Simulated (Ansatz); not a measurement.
Al$_{2}$Au:
```
CELL_PARAMETERS angstrom
      0.00000     3.03047     3.03047
      3.03047     0.00000     3.03047
      3.03047     3.03047     0.00000
ATOMIC_POSITIONS crystal
  Al 0.25000 0.25000 0.25000
  Al 0.75000 0.75000 0.75000
  Au 0.00000 0.00000 0.00000
```

Relaxed with PBE. Special points in fractions of this cell's reciprocal vectors: Γ (0.000, 0.000, 0.000); X (0.500, 0.000, 0.500); U (0.625, 0.250, 0.625); K (0.375, 0.375, 0.750); L (0.500, 0.500, 0.500); W (0.500, 0.250, 0.750).

List the band energies nearest the Fermi level at these points for PBE with spin–orbit coupling (plane waves, PAW; program Ansatz).

In eV from the Fermi level; about four levels below and three above (degenerate sets whole), none deeper than 8.9 eV; points with the same levels are listed once.

```
k                    below                above
-  -----------------------  -------------------
Γ  -5.26 -5.26 -5.26 -5.26  1.89 1.89 1.99 1.99
X  -2.30 -2.30 -1.90 -1.90  1.11 1.11 2.07 2.07
U  -3.32 -3.32 -1.37 -1.37  1.74 1.74 4.27 4.27
L  -4.96 -4.96 -4.89 -4.89  0.00 0.00 0.58 0.58
W  -3.85 -3.85 -2.15 -2.15  3.93 3.93 4.02 4.02
```

Space group Fm-3m (fluorite or antifluorite type). Symmetry was held in the PBE relaxation.

Potentials: the later of the program's two PAW sets.
